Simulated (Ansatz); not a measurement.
**Relaxing MgS**

**What was measured.** A cell as deposited of cubic MgS (space group Fm-3m), temperature not stated, from the Crystallography Open Database (1963), has a = 5.203 Å and 17.61 Å³/atom.

Computed with Ansatz (plane waves, PAW, 420 eV cutoff): PBEsol, scalar-relativistic, no spin polarisation, 10×10×10 k-mesh, Gaussian smearing of 0.05 eV; PAW files: Ansatz's generated set soft_2.

The chain of runs began from a cell as deposited in COD, expanded in volume.

Starting cell, 1 % over the database's volume:

```cif
data_structure
_symmetry_space_group_name_H-M 'P 1'
_symmetry_Int_Tables_number 1
_cell_length_a 3.6915
_cell_length_b 3.6915
_cell_length_c 3.6915
_cell_angle_alpha 60.000
_cell_angle_beta 60.000
_cell_angle_gamma 60.000
_cell_volume 35.57
loop_
_atom_site_label
_atom_site_type_symbol
_atom_site_fract_x
_atom_site_fract_y
_atom_site_fract_z
_atom_site_occupancy
Mg1 Mg 0.00000 0.00000 0.00000 1
S1 S 0.50000 0.50000 0.50000 1
```

The first steps of the search for zero pressure:

| run | level | k-mesh | kind | V (Å³/atom) | P (GPa) | gap on the mesh (eV) |
| --- | --- | --- | --- | --- | --- | --- |
| 1 | PBEsol | 10×10×10 | fixed cell | 17.79 | -1.7 | 2.68 |
| 2 | PBEsol | 10×10×10 | fixed cell | 17.59 | -0.8 | 2.70 |

Q: At which volume does PBEsol reach zero pressure?

A: 17.39 Å³/atom, about 2.2 % under the start.

The steps that followed:

| run | level | k-mesh | kind | V (Å³/atom) | P (GPa) | E − E(final) (meV/atom) | gap on the mesh (eV) |
| --- | --- | --- | --- | --- | --- | --- | --- |
| 3 | PBEsol | 10×10×10 | fixed cell | 17.39 | 0.0 | 0.0 | 2.73 |

Cell and atoms are those of this level's equilibrium.

The final structure (symmetry read at 0.01 Å). Symmetry: Fm-3m, No. 225, cubic system. The conventional cell has a = 5.182 Å, b = 5.182 Å, c = 5.182 Å, α = 90.00°, β = 90.00°, γ = 90.00°. Around Mg (site symmetry m-3m) lie 6 S at 2.59 Å. S (site symmetry m-3m) is surrounded by 6 Mg at 2.59 Å. (Shells end 15 % past the nearest neighbour.)

At the final geometry the gap, band path included, is 2.73 eV. The equation of state gives B0 = 78 GPa and B0′ = 4.1. The elastic tensor is positive definite (smallest eigenvalue 54 GPa). Against the elements' standard states, run alike and uncorrected, the formation energy is -1.49 eV/atom. 

**What lies behind the numbers.**

Within 0.6 eV of the edges the projected states are 100 % S 3p at the top of the valence band and 90 % Mg 3s at the bottom of the conduction band. The lowest excitation takes an electron from S back to Mg, as in ionic insulators.

**Against experiment.** PBEsol gives 5.182 Å and 17.39 Å³/atom, −1.2 % in volume (−0.4 % in length) from the database's cell. PBEsol was built to cure PBE's overestimate of volumes, and the static lattice lacks thermal expansion.

Kohn–Sham gaps of semilocal functionals lie under measured ones, often by a third or more.
